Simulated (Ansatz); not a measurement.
An Ansatz (an electronic-structure program) input:

Ansatz 0.2 input:
```yaml
crystal:
  lattice:
    - [0.0, 3.6114210088, 3.6114210088]
    - [3.6114210088, 0.0, 3.6114210088]
    - [3.6114210088, 3.6114210088, 0.0]
  atoms:
    - { symbol: Cs, position: [0.0, 0.0, 0.0] }
    - { symbol: B, position: [0.5, 0.5, 0.5] }
    - { symbol: H, position: [0.4012324265, 0.4012324265, 0.7963027204] }
    - { symbol: H, position: [0.4012324265, 0.7963027204, 0.4012324265] }
    - { symbol: H, position: [0.7963027204, 0.4012324265, 0.4012324265] }
    - { symbol: H, position: [0.4012324265, 0.4012324265, 0.4012324265] }
kpoints:
  mp_grid: { grid: [4, 4, 4] }
hamiltonian:
  xc: hse06
  pseudopotentials: { kind: paw }
scf:
  n_extra_bands: 6
  occupations: { method: fixed }
output:
  eigenvalues: true
  eigenstates:
    e_range: [-9.0, 16.2]
    kpoints:
      - [0.25, -0.5, -0.25]  # VBM
      - [0.0, 0.5, 0.5]  # CBM
      - [0.0, 0.0, 0.0]  # GAMMA
      - [0.5, 0.0, 0.5]  # X
      - [0.5, 0.5, 0.5]  # L
      - [0.5, 0.25, 0.75]  # W
      - [0.375, 0.375, 0.75]  # K
      - [0.625, 0.25, 0.625]  # U
```

Q: How many symmetry operations and irreducible k-points will the run report?

A: 24 operations, 8 of 64 k-points.

Q: With a cutoff of 420 eV, how many plane waves at Γ?

A: 1837.

It took roughly 80 core-seconds on shared server cores.

The points marked VBM and CBM come from a semilocal run.

Space group F-43m. The workflow started from a Materials Project entry (that database holds measured and hypothetical structures alike); the Crystallography Open Database copy checked does not list it. Its standing as an ambient phase is unchecked. The PBEsol relaxation kept the symmetry of its start; its stability against distortions is not shown here. Scalar-relativistic: spin–orbit coupling is off unless named, which matters more the heavier the elements.

Potentials: the later of the program's two PAW sets.

Ansatz is a plane-wave DFT program.
